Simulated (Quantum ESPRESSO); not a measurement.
# Band energies of MoS2 monolayer

```xyz
3
Lattice="3.1203 0.0000 0.0000 -1.5602 2.7023 0.0000 0.0000 0.0000 16.1000" Properties=species:S:1:pos:R:3 pbc="T T T"
S      1.5602     0.9008    -1.5529
S      1.5602     0.9008     1.5529
Mo     0.0000     0.0000     0.0000
```

LDA (Quantum ESPRESSO, PseudoDojo norm-conserving, 80 Ry, scalar-relativistic); path ΓMKΓ; energies in eV from the valence-band maximum.

| k (1/Å) | point | band 9 | band 10 | band 11 | band 12 | band 13 | band 14 | band 15 | band 16 |
|---|---|---|---|---|---|---|---|---|---|
| 0.00 | Γ | -2.64 | -1.88 | -1.45 | -1.45 | -0.10 | 2.96 | 2.96 | 3.25 |
| 0.21 |  | -2.50 | -2.42 | -1.66 | -1.11 | -0.15 | 2.79 | 2.86 | 3.09 |
| 0.42 |  | -3.17 | -2.13 | -2.11 | -1.08 | -0.41 | 2.32 | 2.76 | 2.76 |
| 0.74 |  | -3.93 | -2.83 | -1.59 | -1.34 | -1.03 | 2.36 | 2.41 | 3.47 |
| 0.95 |  | -4.08 | -3.13 | -1.84 | -0.96 | -0.86 | 2.42 | 2.73 | 3.87 |
| 1.16 | M | -4.19 | -3.23 | -1.92 | -0.84 | -0.64 | 2.47 | 2.97 | 3.98 |
| 1.50 |  | -4.05 | -3.23 | -2.35 | -1.91 | -0.30 | 2.34 | 3.28 | 3.59 |
| 1.72 |  | -4.07 | -3.43 | -3.03 | -2.10 | -0.07 | 1.96 | 3.10 | 3.71 |
| 1.83 | K | -4.24 | -3.55 | -2.96 | -2.17 | 0.00 | 1.86 | 3.05 | 3.79 |
| 2.03 |  | -3.79 | -3.40 | -3.15 | -1.94 | -0.23 | 2.12 | 3.13 | 3.50 |
| 2.22 |  | -3.60 | -3.40 | -2.83 | -1.50 | -0.60 | 2.29 | 2.96 | 3.15 |
| 2.41 |  | -3.76 | -3.43 | -2.17 | -1.11 | -0.80 | 2.00 | 2.73 | 2.93 |
| 2.70 |  | -3.23 | -2.61 | -2.04 | -0.86 | -0.51 | 2.19 | 2.61 | 2.66 |
| 2.89 |  | -2.66 | -2.39 | -1.89 | -0.98 | -0.21 | 2.65 | 2.68 | 2.97 |
| 3.18 | Γ | -2.64 | -1.88 | -1.45 | -1.45 | -0.10 | 2.96 | 2.96 | 3.25 |

The LDA gap is direct, 1.86 eV at K. The valence-band maximum lies 6.15 eV below the vacuum level.

Spin-orbit splittings are left out.

Geometry relaxed with LDA.
